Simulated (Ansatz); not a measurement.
## Eigenvalues along a path: Zr₂Cd

```
CELL_PARAMETERS angstrom
0.00000 1.67695 5.36405
1.67233 0.00000 5.36405
1.67233 1.67695 0.00000
ATOMIC_POSITIONS crystal
Zr 0.16884 0.16884 0.83116
Zr 0.83116 0.83116 0.16884
Cd 0.50000 0.50000 0.50000
```

The base volume is that of a database entry, so it needn't be at zero pressure; the structure needn't be the stable phase, at rest or compressed.

Computed with Ansatz 0.2.0; functional PBEsol, scalar-relativistic. Settings: a Γ-centred 12×12×12 k mesh, Fermi–Dirac smearing of 0.05 eV, no spin polarisation. Methods: LAPW: all electrons, basis error target 1 meV/atom.

This run: volume at 0.45 of the series' base cell.

The structure type is held throughout; the real material can change phase at far lower pressure.

Path points, in fractions of the reciprocal vectors: Γ (0.000, 0.000, 0.000), Y (0.500, 0.000, 0.500), C0 (0.500, 0.026, 0.526), A0 (0.500, 0.974, 0.474), Z (0.500, 0.500, 0.000), B0 (0.977, 0.500, 0.477), D0 (0.023, 0.500, 0.523), T (0.000, 0.500, 0.500), G0 (0.236, 0.736, 0.500). The distance column jumps between branches of the path. Levels in eV from the Fermi level; bands 33 to 52, counted from the lowest band of the run. The gap is zero, the pressure 326.3 GPa.

```
# k(1/Å) point b33 b34 b35 b36 b37 b38 b39 b40 b41 b42 b43 b44 b45 b46 b47 b48 b49 b50 b51 b52
0.000 Γ -25.27 -23.70 -23.69 -15.35 -14.85 -11.48 -11.47 -10.33 -9.91 -6.42 -6.33 -2.56 -0.39 0.18 3.04 3.06 6.22 6.71 6.73 8.62
0.312 - -24.89 -24.24 -24.09 -15.05 -14.52 -11.66 -11.53 -10.62 -9.49 -5.50 -5.42 -1.80 -0.93 0.22 2.13 3.48 4.56 6.31 6.58 9.75
0.624 - -25.47 -25.03 -24.75 -14.18 -13.72 -12.15 -11.85 -11.43 -8.62 -3.51 -2.88 -1.71 0.18 0.64 0.90 2.07 3.49 4.41 5.31 9.57
0.937 - -26.61 -26.14 -24.91 -13.18 -12.86 -12.79 -12.50 -12.29 -7.81 -2.60 -1.65 -1.16 -0.42 0.05 1.73 1.78 3.16 4.70 5.27 11.88
1.249 - -27.10 -26.88 -25.33 -13.92 -13.41 -13.15 -12.40 -11.24 -7.19 -4.72 -2.68 -2.50 0.04 0.36 0.64 4.95 5.71 6.07 8.29 11.87
1.561 - -27.73 -26.67 -25.93 -14.61 -13.85 -13.44 -12.53 -9.65 -6.93 -6.78 -4.82 -3.11 -0.97 2.25 2.59 5.12 5.74 10.77 11.42 11.53
1.873 Y -27.95 -26.57 -26.29 -14.86 -14.00 -13.47 -12.55 -8.88 -7.81 -6.41 -5.93 -3.32 -1.76 4.41 4.45 4.49 5.07 9.68 11.03 12.64
1.889 - -27.95 -26.57 -26.29 -14.86 -14.00 -13.47 -12.55 -8.88 -7.81 -6.41 -5.93 -3.32 -1.76 4.42 4.45 4.49 5.07 9.68 11.03 12.64
1.906 - -27.95 -26.57 -26.29 -14.86 -14.00 -13.47 -12.55 -8.89 -7.80 -6.41 -5.93 -3.32 -1.78 4.42 4.46 4.50 5.07 9.68 11.04 12.63
1.922 - -27.96 -26.56 -26.30 -14.85 -13.99 -13.47 -12.55 -8.91 -7.80 -6.39 -5.92 -3.32 -1.81 4.43 4.48 4.50 5.07 9.67 11.04 12.61
1.938 - -27.96 -26.55 -26.30 -14.85 -13.99 -13.47 -12.54 -8.93 -7.79 -6.38 -5.92 -3.31 -1.84 4.45 4.50 4.52 5.07 9.66 11.04 12.60
1.954 - -27.97 -26.54 -26.31 -14.84 -13.98 -13.46 -12.54 -8.95 -7.78 -6.36 -5.91 -3.31 -1.89 4.46 4.53 4.53 5.07 9.65 11.05 12.57
1.970 C0 -27.98 -26.53 -26.31 -14.83 -13.97 -13.46 -12.53 -8.98 -7.77 -6.33 -5.90 -3.31 -1.94 4.48 4.55 4.57 5.07 9.63 11.05 12.54
4.557 A0 -27.98 -26.53 -26.31 -14.83 -13.97 -13.46 -12.53 -8.98 -7.77 -6.33 -5.90 -3.31 -1.94 4.48 4.55 4.57 5.07 9.63 11.05 12.54
4.854 - -27.72 -26.57 -26.01 -14.38 -13.47 -13.28 -12.31 -10.15 -7.12 -5.44 -5.37 -3.95 -3.02 5.14 5.17 5.27 5.31 9.09 10.70 11.13
5.151 - -27.02 -26.82 -25.41 -13.55 -12.90 -12.79 -12.21 -11.70 -6.42 -5.65 -4.16 -3.79 -1.90 4.01 4.23 4.83 5.71 7.46 8.20 8.41
5.448 - -26.33 -26.05 -24.98 -13.15 -13.05 -12.41 -12.31 -12.11 -8.08 -3.38 -2.71 -2.17 0.08 0.82 2.46 2.62 4.32 5.61 5.73 7.47
5.745 - -25.20 -24.98 -24.85 -14.32 -13.79 -11.95 -11.91 -11.25 -8.70 -3.22 -3.11 -1.84 -0.33 -0.19 1.96 2.40 2.70 5.34 6.12 8.08
6.042 - -25.01 -24.17 -24.10 -15.09 -14.58 -11.59 -11.53 -10.58 -8.68 -5.30 -4.98 -3.16 -2.27 1.18 1.28 2.23 5.05 7.42 8.90 9.20
6.339 Z -25.23 -23.75 -23.74 -15.36 -14.89 -11.39 -11.38 -10.33 -8.60 -6.16 -5.65 -4.01 -3.04 0.87 1.91 1.95 8.31 8.53 9.30 9.34
6.637 - -25.00 -24.17 -24.11 -15.09 -14.58 -11.58 -11.54 -10.58 -8.68 -5.30 -4.97 -3.15 -2.26 1.15 1.28 2.26 5.00 7.39 8.93 9.13
6.935 - -25.22 -24.99 -24.84 -14.31 -13.78 -11.95 -11.92 -11.27 -8.70 -3.22 -3.09 -1.86 -0.36 -0.16 1.94 2.37 2.69 5.29 6.05 8.11
7.233 - -26.36 -26.06 -24.99 -13.13 -13.06 -12.42 -12.32 -12.12 -8.06 -3.46 -2.72 -2.22 0.04 0.86 2.43 2.68 4.32 5.61 5.75 7.49
7.531 - -27.03 -26.84 -25.42 -13.58 -12.91 -12.81 -12.21 -11.65 -6.39 -5.71 -4.17 -3.87 -1.94 4.03 4.30 4.90 5.68 7.50 8.26 8.43
7.828 - -27.72 -26.59 -26.02 -14.40 -13.50 -13.28 -12.32 -10.10 -7.15 -5.44 -5.41 -3.93 -3.05 5.15 5.18 5.26 5.31 9.11 10.78 11.16
8.126 B0 -27.99 -26.52 -26.33 -14.84 -13.98 -13.45 -12.53 -8.96 -7.76 -6.31 -5.92 -3.34 -1.97 4.47 4.51 4.60 5.11 9.69 11.01 12.56
10.727 D0 -27.99 -26.52 -26.33 -14.84 -13.98 -13.45 -12.53 -8.96 -7.76 -6.31 -5.92 -3.34 -1.97 4.47 4.51 4.60 5.11 9.69 11.01 12.56
10.742 - -27.99 -26.53 -26.33 -14.85 -13.99 -13.46 -12.54 -8.94 -7.77 -6.33 -5.93 -3.34 -1.92 4.46 4.48 4.59 5.11 9.70 11.00 12.58
10.756 - -27.98 -26.54 -26.32 -14.85 -14.00 -13.46 -12.54 -8.92 -7.78 -6.35 -5.94 -3.35 -1.89 4.44 4.46 4.58 5.11 9.72 10.99 12.60
10.770 - -27.97 -26.54 -26.32 -14.86 -14.00 -13.46 -12.54 -8.90 -7.79 -6.36 -5.94 -3.35 -1.86 4.43 4.44 4.57 5.11 9.73 10.99 12.62
10.785 - -27.97 -26.55 -26.32 -14.86 -14.01 -13.46 -12.55 -8.89 -7.79 -6.37 -5.94 -3.35 -1.84 4.42 4.43 4.56 5.11 9.73 10.98 12.63
10.799 - -27.97 -26.55 -26.32 -14.86 -14.01 -13.46 -12.55 -8.88 -7.79 -6.37 -5.95 -3.35 -1.82 4.41 4.42 4.55 5.11 9.74 10.98 12.63
10.813 T -27.97 -26.55 -26.32 -14.86 -14.01 -13.46 -12.55 -8.88 -7.80 -6.38 -5.95 -3.35 -1.82 4.41 4.42 4.55 5.11 9.74 10.98 12.64
10.860 - -27.97 -26.55 -26.32 -14.86 -14.00 -13.47 -12.55 -8.88 -7.79 -6.35 -5.95 -3.49 -1.66 4.16 4.41 4.42 5.51 9.77 10.90 12.56
10.906 - -27.97 -26.55 -26.32 -14.86 -13.98 -13.50 -12.56 -8.88 -7.77 -6.26 -5.97 -3.80 -1.30 3.58 4.41 4.42 6.09 9.86 10.66 12.35
10.952 - -27.98 -26.55 -26.31 -14.86 -13.95 -13.54 -12.57 -8.88 -7.74 -6.12 -5.99 -4.16 -0.84 2.98 4.41 4.43 6.70 10.00 10.31 12.06
10.998 - -27.99 -26.56 -26.31 -14.85 -13.90 -13.60 -12.57 -8.88 -7.72 -6.02 -5.93 -4.53 -0.33 2.39 4.41 4.43 7.30 9.87 10.20 11.73
11.044 - -28.00 -26.56 -26.31 -14.85 -13.84 -13.66 -12.58 -8.88 -7.69 -6.04 -5.69 -4.89 0.21 1.80 4.41 4.44 7.89 9.37 10.43 11.40
11.090 G0 -28.01 -26.56 -26.31 -14.85 -13.78 -13.73 -12.59 -8.88 -7.68 -6.05 -5.41 -5.23 0.76 1.22 4.41 4.44 8.47 8.83 10.63 11.15
```
